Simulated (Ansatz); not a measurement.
The cell comes from COD entry 1539263, which wasn't checked; take it as a given geometry. It is an old determination, and later ones may differ.

A run of Ansatz 0.2.0 printed the following.

```
Ti: projections on atomic orbitals take those of the free atom 1s2 2s2 2p6 3s2 3p6 3d2 4s2, of charge +0.00 (hamiltonian.pseudopotentials.projection_atoms)
Pt: projections on atomic orbitals take those of the free atom 1s2 2s2 2p6 3s2 3p6 3d10 4s2 4p6 4d10 4f14 5s2 5p6 5d9 6s1, of charge +0.00 (hamiltonian.pseudopotentials.projection_atoms)
LAPW: plane waves up to 8.796 Å⁻¹, error target 5.0e-4 eV per atom; small_component_spin mean_spin; Ti in spheres of 1.378 Å, 12 of its electrons in bands, Dirac shells []; Pt in spheres of 1.378 Å, 42 of its electrons in bands, Dirac shells []
Engine: ansatz 0.2.0
Pseudopotentials: kind: all_electron
Pseudopotential: Ti, LAPW, valence charge 12, Koelling and Harmon's equation, gaussian nucleus
Pseudopotential: Pt, LAPW, valence charge 42, Koelling and Harmon's equation, gaussian nucleus
Functional definition: PBE
  parameter kappa = 0.804
  parameter beta = 0.06672455060314922
  exchange = pbe_x(kappa = kappa, mu = beta*pi^2/3)
  correlation = pbe_c(beta = beta)
Crystal: 4 atoms, lattice volume = 59.182 Å³
Basis set: ecut = 294.78310380053955 eV, 691 PW (Γ), exchange–correlation at level 2
Bands: 83, of which v1, the nominal top of the filled ones, is band 69 counted from 1 (68 counted from 0)
Symmetry: 48 space group operations
Space group: Pm-3m (ITA 221), of the structure as read, at distance tolerance 3.9e-5 Å
k-points: 35 of 729
Non-local potential: Ti, projectors of the file, none
Non-local potential: Pt, projectors of the file, none
Initial density: superposition of atomic densities (chi_scale 0.1, normalization cell, long waves kept (reshape's long-wave potential 0.00 eV rms))
Initial wavefunctions: plane waves of lowest kinetic energy (no species holds an atomic orbital)
Functional: x = pbe(κ = 0.804, μ = 0.2195149727645171), c = pbe(β = 0.06672455060314922)
iter 1 solved again at ethr=4.11e-3 eV; its pass at ethr=1.00e-1 eV (dr2=5.68e0 eV) is discarded
SCF iter   1: F=—  HF=-1526110.954748 eV  |F-HF|=—  |Δ(HF+E_count)|=         —  Δρ=6.75e-2  dr2=5.68e0  ethr=4.11e-3  ⟨swp⟩=2.0  Hψ=18034  notcnv=0
preconditioner: auto → Kerker (q_TF=auto, 3.142 Å⁻¹)  [metal: Δε(μ)=0.015 eV  Ē_g=10.323 eV  σ=0.050 eV  W_gap=0.08  n_scr=26 (ndim 8)  ℏωp=28.1 eV  f_vac=0.000  D(μ)=5.62/eV (n_scr^D=80)]
SCF iter   2: F=—  HF=-1526112.743222 eV  |F-HF|=—  |Δ(HF+E_count)|=    1.79e0  Δρ=6.73e-2  dr2=5.98e0  ethr=4.11e-3  ⟨swp⟩=2.8  Hψ=8565  notcnv=0
preconditioner: auto → Resta (q_TF=auto, 3.142 Å⁻¹)  ε∞=6.7  [insulator: Δε(μ)=0.434 eV  Ē_g=11.824 eV  σ=0.050 eV  W_gap=0.56  n_scr=26 (ndim 8)  ℏωp=28.1 eV  f_vac=0.000  D(μ)=0.35/eV (n_scr^D=0)  ε∞_Penn≈6.7]
SCF iter   3: F=—  HF=-1526109.054220 eV  |F-HF|=—  |Δ(HF+E_count)|=    3.69e0  Δρ=2.69e-2  dr2=7.98e-1  ethr=4.11e-3  ⟨swp⟩=2.0  Hψ=8497  notcnv=0
SCF iter   4: F=—  HF=-1526112.564868 eV  |F-HF|=—  |Δ(HF+E_count)|=    3.51e0  Δρ=1.47e-1  dr2=3.14e1  ethr=5.78e-4  ⟨swp⟩=3.0  Hψ=9194  notcnv=0  recentre
SCF iter   5: F=—  HF=-1526108.716893 eV  |F-HF|=—  |Δ(HF+E_count)|=    3.85e0  Δρ=1.46e-2  dr2=3.17e-1  ethr=5.78e-4  ⟨swp⟩=2.5  Hψ=8509  notcnv=0
SCF iter   6: F=—  HF=-1526108.708878 eV  |F-HF|=—  |Δ(HF+E_count)|=         —  Δρ=1.18e-2  dr2=2.11e-1  ethr=2.29e-4  ⟨swp⟩=2.0  Hψ=8084  notcnv=0
the basis was enlarged: its passes take 1.7 MiB over the memory plan, 1 of 1 planned eigensolver slots
SCF iter   7: F=—  HF=-1526108.689354 eV  |F-HF|=—  |Δ(HF+E_count)|=   1.95e-2  Δρ=8.32e-3  dr2=1.02e-1  ethr=1.53e-4  ⟨swp⟩=2.0  Hψ=8432  notcnv=0
iter 8 solved again at ethr=2.11e-6 eV; its pass at ethr=7.37e-5 eV (dr2=2.92e-3 eV) is discarded
SCF iter   8: F=—  HF=-1526108.665998 eV  |F-HF|=—  |Δ(HF+E_count)|=   2.34e-2  Δρ=1.50e-3  dr2=2.92e-3  ethr=2.11e-6  ⟨swp⟩=2.0  Hψ=14131  notcnv=0
SCF iter   9: F=—  HF=-1526108.664966 eV  |F-HF|=—  |Δ(HF+E_count)|=   1.03e-3  Δρ=2.58e-4  dr2=7.33e-5  ethr=2.11e-6  ⟨swp⟩=2.0  Hψ=8576  notcnv=0
SCF iter  10: F=—  HF=-1526108.665049 eV  |F-HF|=—  |Δ(HF+E_count)|=   8.33e-5  Δρ=5.36e-4  dr2=4.20e-4  ethr=5.31e-8  ⟨swp⟩=2.0  Hψ=8577  notcnv=0
SCF iter  11: F=—  HF=-1526108.664979 eV  |F-HF|=—  |Δ(HF+E_count)|=   7.06e-5  Δρ=2.81e-4  dr2=1.13e-4  ethr=5.31e-8  ⟨swp⟩=2.0  Hψ=8575  notcnv=0
SCF iter  12: F=—  HF=-1526108.664951 eV  |F-HF|=—  |Δ(HF+E_count)|=   2.74e-5  Δρ=1.94e-5  dr2=3.12e-7  ethr=5.31e-8  ⟨swp⟩=2.0  Hψ=8576  notcnv=0
SCF iter  13: F=-1526108.664951 eV  HF=-1526108.664951 eV  |F-HF|=1.51e-8  |Δ(HF+E_count)|=   7.29e-8  Δρ=5.30e-6  dr2=9.98e-9  ethr=2.26e-10  ⟨swp⟩=2.0  Hψ=8576  notcnv=0
SCF 1 converged in 13 iterations: F = -1526108.664951 eV  dr2 = 9.98e-9
NSCF: frozen V_eff on 57 k-points
SCF converged after 13 iterations
Free energy (F): -1526108.664951 eV
Harris-Foulkes:  -1526108.664951 eV  (|F-HF|=1.51e-8)
Internal energy: -1526108.652973 eV  (E = F + TS)
E sigma→0 (E₀):  -1526108.658962 eV
Entropy (-TS):   -0.011978 eV (-2.995 meV/atom)
Fermi energy:    26.934327 eV
--- Per-component energies (eV) ---
  E_band       = -10256.125245
  E_kinetic    = 1730139.732168
  E_xc         = -30232.688836
  E_electrostatic = -3226015.696305  (all electrons and nuclei)
  E_smearing   = -0.011978  (= −TS)
  E_closure    = 0.000000  (closes the sum)
  E_atoms      = -1526080.274544  (free atoms, spherical and without spin; not in F)
  Σ components = -1526108.664951   (vs F -1526108.664951, Δ=0.00e0)
  Basis errors (estimates in eV, not in F): energy 9.9e-5 per atom: plane waves 7.6e-5 (3.9e-5 summed), levels above the bands 5.4e-103, relativity 2.2e-8, radial functions 2.3e-5, core shells 1.2e-7; eigenvalues (radial functions only) 7.7e-7; not estimated: angular momenta, meshes, grids; target (lapw.basis_error) 5.0e-4; muffin-tin radii Ti 1.378 Å, Pt 1.378 Å
--- Forces (eV/Å), atoms counted from 1 ---
  atom   1  Ti     0.00000000     0.00000000     0.00000000
  atom   2  Pt    -0.00000000     0.00000000     0.00000000
  atom   3  Pt    -0.00000000     0.00000000    -0.00000000
  atom   4  Pt    -0.00000000     0.00000000     0.00000000
  max |Σ_I F_I| component: 5.71e-29 eV/Å
--- Stress (GPa, compression-positive) ---
       10.118240       0.000000       0.000000
        0.000000      10.118240       0.000000
        0.000000       0.000000      10.118240
  P = ⅓ Tr σ = 10.1182 GPa (101.182 kbar)
--- Band table (eV; the first three rows and the last of 35) ---
  k-point 0: bands = ["-276.9238", "-276.9238", "-276.9238", "-276.9189", "-276.9189", "-276.9189", "-276.9048", "-276.9048", "-276.9048", "-276.9048", "-276.9048", "-276.9048", "-276.8616", "-276.8616", "-276.8616", "-72.1478", "-72.1113", "-72.1113", "-40.6582", "-40.6576", "-40.6576", "-40.6576", "-40.6571", "-40.6571", "-40.6571", "-40.6560", "-40.6560", "-40.6529", "-40.6529", "-40.6529", "-40.6223", "-40.6223", "-40.6223", "-40.6216", "-40.6216", "-40.6216", "-40.6057", "-40.6057", "-40.6057", "-31.2257", "-26.5323", "-26.5323", "-26.5323", "-26.3376", "-26.3376", "-26.3376", "-26.1848", "-26.1848", "-26.1848", "-7.4553", "-7.4553", "-7.4553", "16.6835", "19.4689", "19.8435", "19.8435", "20.1461", "20.1461", "20.1461", "23.2844", "23.2844", "23.2844", "25.2233", "25.2233", "26.3973", "26.9662", "26.9662", "26.9662", "28.3257", "28.3257", "28.5005", "28.5005", "28.5005", "28.9597", "28.9597", "28.9597", "35.3523", "35.3523", "37.9857", "37.9857", "37.9857", "38.4691", "38.4691"]
  k-point 1: bands = ["-276.9238", "-276.9238", "-276.9238", "-276.9189", "-276.9189", "-276.9189", "-276.9048", "-276.9048", "-276.9048", "-276.9048", "-276.9048", "-276.9048", "-276.8616", "-276.8616", "-276.8616", "-72.1468", "-72.1122", "-72.1112", "-40.6581", "-40.6576", "-40.6576", "-40.6576", "-40.6571", "-40.6571", "-40.6571", "-40.6560", "-40.6560", "-40.6529", "-40.6529", "-40.6529", "-40.6223", "-40.6223", "-40.6223", "-40.6217", "-40.6217", "-40.6216", "-40.6057", "-40.6057", "-40.6057", "-31.2259", "-26.5264", "-26.5264", "-26.5224", "-26.3392", "-26.3392", "-26.3381", "-26.1953", "-26.1892", "-26.1892", "-7.4589", "-7.4560", "-7.4560", "16.8482", "19.5735", "19.9035", "19.9809", "20.2063", "20.2479", "20.2479", "23.1839", "23.3345", "23.3345", "25.0807", "25.2443", "26.2459", "26.2625", "26.2625", "26.9667", "27.5768", "28.1930", "28.1930", "28.2473", "28.3896", "28.9555", "29.8716", "29.8716", "35.0655", "35.8924", "37.9730", "37.9730", "37.9783", "38.3615", "38.7126"]
  k-point 2: bands = ["-276.9238", "-276.9238", "-276.9238", "-276.9189", "-276.9189", "-276.9189", "-276.9048", "-276.9048", "-276.9048", "-276.9048", "-276.9048", "-276.9048", "-276.8616", "-276.8616", "-276.8616", "-72.1441", "-72.1150", "-72.1112", "-40.6579", "-40.6576", "-40.6575", "-40.6575", "-40.6572", "-40.6572", "-40.6570", "-40.6562", "-40.6560", "-40.6529", "-40.6529", "-40.6529", "-40.6223", "-40.6223", "-40.6223", "-40.6217", "-40.6217", "-40.6217", "-40.6057", "-40.6057", "-40.6057", "-31.2266", "-26.5102", "-26.5102", "-26.4937", "-26.3445", "-26.3445", "-26.3392", "-26.2252", "-26.2005", "-26.2005", "-7.4682", "-7.4577", "-7.4577", "17.3243", "19.8566", "20.0582", "20.3733", "20.3775", "20.5495", "20.5495", "22.9124", "23.4485", "23.4485", "24.6801", "25.1388", "25.1388", "25.2789", "25.8161", "26.0512", "26.9678", "27.6931", "27.6931", "28.0545", "28.0717", "28.9454", "31.3150", "31.3150", "34.4895", "36.2811", "37.5727", "37.5727", "37.9389", "38.7052", "39.6878"]
  k-point 34: bands = ["-276.9238", "-276.9238", "-276.9238", "-276.9189", "-276.9189", "-276.9189", "-276.9048", "-276.9048", "-276.9048", "-276.9048", "-276.9048", "-276.9048", "-276.8616", "-276.8616", "-276.8616", "-72.1241", "-72.1230", "-72.1230", "-40.6580", "-40.6580", "-40.6580", "-40.6568", "-40.6568", "-40.6568", "-40.6565", "-40.6564", "-40.6564", "-40.6543", "-40.6543", "-40.6504", "-40.6235", "-40.6235", "-40.6235", "-40.6205", "-40.6205", "-40.6205", "-40.6070", "-40.6051", "-40.6051", "-31.2238", "-26.6116", "-26.5094", "-26.5091", "-26.5091", "-26.2248", "-26.2248", "-26.2230", "-26.1891", "-26.1891", "-7.4684", "-7.4671", "-7.4671", "19.4267", "19.5357", "19.5357", "19.9435", "22.3727", "22.3727", "22.4956", "23.0914", "23.2870", "23.2870", "23.8539", "23.8539", "25.3850", "25.4446", "25.4446", "26.0195", "26.4770", "27.0544", "27.0544", "28.0948", "28.0948", "28.5072", "28.6068", "28.6068", "32.6192", "32.6192", "33.0666", "36.2439", "40.9038", "40.9505", "40.9505"]
--- Löwdin populations: 4 sites ---
  site symbol       q [e]
     0     Ti     21.7215
     1     Pt     77.9007
     2     Pt     77.9007
     3     Pt     77.9007
  spilling = 0.002251 (of n_electrons = 256.000000)
```

The cell and starting positions:

```
CELL_PARAMETERS angstrom
3.89700 0.00000 0.00000
0.00000 3.89700 0.00000
0.00000 0.00000 3.89700
ATOMIC_POSITIONS crystal
Ti 0.00000 0.00000 0.00000
Pt 0.00000 0.50000 0.50000
Pt 0.50000 0.00000 0.50000
Pt 0.50000 0.50000 0.00000
```

Parts of the input that the log doesn't repeat:

```yaml
  band_path:
    path:
      - [0.0, 0.0, 0.0]
      - [0.0, 0.5, 0.0]
      - [0.5, 0.5, 0.0]
      - [0.0, 0.0, 0.0]
      - [0.5, 0.5, 0.5]
      - [0.0, 0.5, 0.0]
      - [0.5, 0.5, 0.5]
      - [0.5, 0.5, 0.0]
    npoints: 8
output:
  forces: true
  stress: true
  eigenvalues: true
  populations: true
  dos: { projected: true, de: 0.2, e_range: [-14, 8] }
```

Q: Write the input that produced this log.

A: 
```yaml
crystal:
  lattice:
    - [3.897, 0.0, 0.0]
    - [0.0, 3.897, 0.0]
    - [0.0, 0.0, 3.897]
  atoms:
    - { symbol: Ti, position: [0.0, 0.0, 0.0] }
    - { symbol: Pt, position: [0.0, 0.5, 0.5] }
    - { symbol: Pt, position: [0.5, 0.0, 0.5] }
    - { symbol: Pt, position: [0.5, 0.5, 0.0] }
kpoints:
  mp_grid: { grid: [9, 9, 9] }
  band_path:
    path:
      - [0.0, 0.0, 0.0]
      - [0.0, 0.5, 0.0]
      - [0.5, 0.5, 0.0]
      - [0.0, 0.0, 0.0]
      - [0.5, 0.5, 0.5]
      - [0.0, 0.5, 0.0]
      - [0.5, 0.5, 0.5]
      - [0.5, 0.5, 0.0]
    npoints: 8
scf:
  occupations: { method: fermi_dirac, width: 0.05 }
hamiltonian:
  xc: pbe
  pseudopotentials: { kind: all_electron, lapw: { basis_error: 0.0005 } }
output:
  forces: true
  stress: true
  eigenvalues: true
  populations: true
  dos: { projected: true, de: 0.2, e_range: [-14, 8] }
```
This is the input that was run; digits and keys that the log doesn't show could differ in an equivalent one.
